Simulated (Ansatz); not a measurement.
AlRh3N (anti-perovskite, Pm-3m) under volume change, r²SCAN (plane waves, PAW; program Ansatz), scaled uniformly.

```json
[
 {"V (Å³/atom)": "11.738", "E − E(relaxed) (meV/atom)": "92.9", "P (GPa)": "28.06"},
 {"V (Å³/atom)": "12.125", "E − E(relaxed) (meV/atom)": "38.8", "P (GPa)": "17.05"},
 {"V (Å³/atom)": "12.512", "E − E(relaxed) (meV/atom)": "9.1", "P (GPa)": "7.79"},
 {"V (Å³/atom)": "12.899", "E − E(relaxed) (meV/atom)": "0.0", "P (GPa)": "0.00"},
 {"V (Å³/atom)": "13.286", "E − E(relaxed) (meV/atom)": "8.1", "P (GPa)": "-6.54"},
 {"V (Å³/atom)": "13.673", "E − E(relaxed) (meV/atom)": "30.7", "P (GPa)": "-12.02"},
 {"V (Å³/atom)": "14.059", "E − E(relaxed) (meV/atom)": "65.5", "P (GPa)": "-16.60"}
]
```

### Question
What does a third-order Birch–Murnaghan fit give for V₀, B₀ and B′?

### Answer
V₀ = 12.90 Å³/atom, B₀ = 237 GPa, B′ = 4.8.

The start of the workflow was typed in or built on a structure type; neither database checked (COD, Materials Project) lists it. Its standing as an ambient phase is unchecked. The r²SCAN relaxation kept the symmetry of its start; its stability against distortions is not shown here. Magnetic state: ferromagnetic, the only order run, not a proven ground state. The volume moved by 18 % from the start of the relaxation. Other orbital occupations within this spin state were not tried. No Hubbard U is applied.

Potentials: the later of the program's two PAW sets.
